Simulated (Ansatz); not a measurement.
Property card for Ta2O5

Ta2O5:
```
Ta2O5
1.0
    3.66566     0.00000     0.00000
    0.00000     3.85742     0.00000
    0.00000     0.00000     6.45663
Ta O
2 5
Direct
  0.50000   0.00000   0.50000
  0.00000   0.00000   0.00000
  0.50000   0.50000   0.50000
  0.00000   0.00000   0.67967
  0.00000   0.00000   0.32033
  0.00000   0.50000   0.00000
  0.50000   0.00000   0.00000
```

Space group Pmmm (No. 47); conventional cell a = 3.6657 Å, b = 3.8574 Å, c = 6.4566 Å, α = β = γ = 90.00°.

Method: r²SCAN (plane waves, PAW; program Ansatz). Geometry: relaxed at this level of theory. Other levels are named where they apply.

### Cell and energy

| Item | Result |
|---|---|
| Volume per atom | 13.04 Å³ |
| Density | 8.04 g/cm³ |
| Formation energy from the elements (no fitted shifts) | -2.72 eV/atom |

### Electronic structure

| Quantity | Value |
|---|---|
| Band gap | 0.64 eV (indirect) |
| Valence-band maximum | at R (k = 0.500, 0.500, 0.500 in fractions of the reciprocal vectors) |
| Conduction-band minimum | at X (k = 0.500, 0.000, 0.000 in fractions of the reciprocal vectors) |
| Smallest direct gap on the standard path | 0.93 eV |
| Electron effective mass | 0.25, 1.0, 8.4 mₑ (principal values) |
| Electron effective mass with spin–orbit coupling | 0.32, 1.0, 3.8 mₑ (principal values) |
| HSE06 gap on the r²SCAN cell | 1.57 eV |
| Gap with spin–orbit coupling | 0.56 eV |
| Z2 indices of the occupied bands with spin–orbit coupling | 0;(000) |

### Mechanics

| Item | Value |
|---|---|
| Bulk modulus (Birch–Murnaghan fit) | 2130 kbar |
| Pressure derivative B′ | 4.6 |
| Elastic constants (relaxed ions, GPa) | C11 = 696, C22 = 814, C33 = 309, C12 = 55.6, C13 = 131, C23 = 30.0, C44 = 46.9, C55 = 45.1, C66 = 83.2 |
| Mechanical stability | stable (all eigenvalues of C positive) |
| Hill bulk and shear moduli | 232 and 109 GPa |
| Young's modulus | 283 GPa |
| Poisson's ratio | 0.30 |
| Debye temperature from the elastic constants | 521 K |

### Dielectric response

| Property | Result |
|---|---|
| Electronic dielectric constant ε∞ (DFPT) | 6.15 (xx), 6.70 (yy), 4.63 (zz) |
| Born charges (a third of the trace) | Ta +8.40, O -3.63 to -3.16 e |

### Phonons

| Quantity | Value |
|---|---|
| Highest zone-centre frequency (without LO–TO term) | 874 cm^-1 |
| Zone-centre stability | unstable, softest mode 387i cm⁻¹ |
| Dynamical stability on the path | unstable, down to 390i cm⁻¹ |

### Charges

| Property | Value |
|---|---|
| Bader charges | Ta +3.07 to +3.09, O -1.26 to -1.16 e |

The workflow started from a Materials Project entry (that database holds measured and hypothetical structures alike); the Crystallography Open Database copy checked does not list it. COD files the formula under space group No. 49. Whether it is the stable phase at ambient conditions was not checked. The r²SCAN relaxation kept the symmetry of its start. No spin polarisation was allowed. The references are the lowest solids computed at this level, not always the standard phases (solids in place of the gases). Scalar-relativistic: spin–orbit coupling is off unless named, which matters more the heavier the elements.

Potentials: the later of the program's two PAW sets.
